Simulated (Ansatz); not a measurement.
HfO$_{2}$:
```cif
data_Hf4O8
_chemical_formula_sum 'Hf4 O8'
_space_group_name_H-M_alt 'Fm-3m'
_space_group_IT_number 225
_space_group_name_Hall '-F 4 2 3'
_cell_length_a 5.05847
_cell_length_b 5.05847
_cell_length_c 5.05847
_cell_angle_alpha 90.000
_cell_angle_beta 90.000
_cell_angle_gamma 90.000
loop_
_atom_site_label
_atom_site_type_symbol
_atom_site_symmetry_multiplicity
_atom_site_Wyckoff_symbol
_atom_site_fract_x
_atom_site_fract_y
_atom_site_fract_z
_atom_site_occupancy
Hf1 Hf 4 a 0.00000 0.00000 0.00000 1
O1 O 8 c 0.25000 0.25000 0.25000 1
```
(The calculation used a cell of 3 atoms; values per cell refer to that cell.)

Relaxed with r²SCAN. Independent-particle spectrum: no excitons, no local fields, no scissors shift; 0.1 eV broadening; ε₁ of the summed bands alone.

Question: Tabulate the dielectric function from the program Ansatz at the r²SCAN level (PAW).

Answer: 

```tsv
E (eV)	ε₁ xx	ε₂ xx
0.0	4.79	0.00
0.3	4.79	0.00
0.6	4.80	0.00
0.9	4.83	0.00
1.2	4.86	0.00
1.5	4.90	0.00
1.8	4.95	0.00
2.1	5.02	0.00
2.4	5.09	0.00
2.7	5.19	0.00
3.0	5.30	0.00
3.3	5.45	0.00
3.6	5.62	0.00
3.9	5.83	0.00
4.2	6.11	0.00
4.5	6.50	0.00
4.8	7.12	0.01
5.1	8.55	0.68
5.4	8.52	2.42
5.7	7.77	3.59
6.0	6.13	3.40
6.3	6.68	3.05
6.6	6.81	3.04
6.9	7.14	3.68
7.2	7.06	4.09
7.5	7.06	4.89
7.8	7.12	5.04
8.1	7.72	6.97
8.4	6.60	7.79
8.7	4.62	9.31
9.0	4.18	8.51
9.3	3.29	9.18
9.6	1.02	9.08
9.9	1.07	10.66
10.2	-2.72	7.50
10.5	-2.81	5.61
10.8	-2.08	4.45
11.1	-1.53	3.76
11.4	-1.03	3.56
11.7	-0.80	3.54
12.0	-0.93	3.55
```

Question: From ε at 5.8 eV (xx: 7.27 + 4.10i), find n, k, the normal reflectivity and the absorption coefficient.

Answer: n = 2.79, k = 0.734, R = 25 %, α = 2kE/ħc = 430000 cm⁻¹.

With all bands, ε∞ without local fields is 4.97.

This is a known high-temperature phase of the composition, computed here at zero pressure and temperature. The r²SCAN relaxation kept the symmetry of its start; its stability against distortions is not shown here. The run is not spin-polarised. Spin–orbit coupling is left out wherever it is not named.

Potentials: the later of the program's two PAW sets.
